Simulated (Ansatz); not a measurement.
With r²SCAN in the plane-wave PAW code Ansatz, Sb in the diamond structure (Fd-3m) relaxes to a = 6.946 Å. Sb has 4 nearest neighbours from 3.01 Å (tetrahedral).

Electronic character: metallic (no gap). Gap from r²SCAN with spin–orbit coupling: none (metallic).

The bulk modulus is 33.7 GPa. The relaxed-ion elastic constants in GPa are C11 = 25.9, C12 = 37.2, C44 = -21.0.

The start of the workflow was typed in or built on a structure type; neither database checked (COD, Materials Project) lists it. It is not the phase usual at ambient conditions (space group No. 166). Symmetry was held in the r²SCAN relaxation. At this level the phase is mechanically unstable. As this level gives no gap, shear constants depend on the k-mesh and smearing (Fermi–Dirac, 0.1 eV here). Scalar-relativistic: spin–orbit coupling is off unless named, which matters more the heavier the elements.

Potentials: the earlier of the program's two PAW sets.
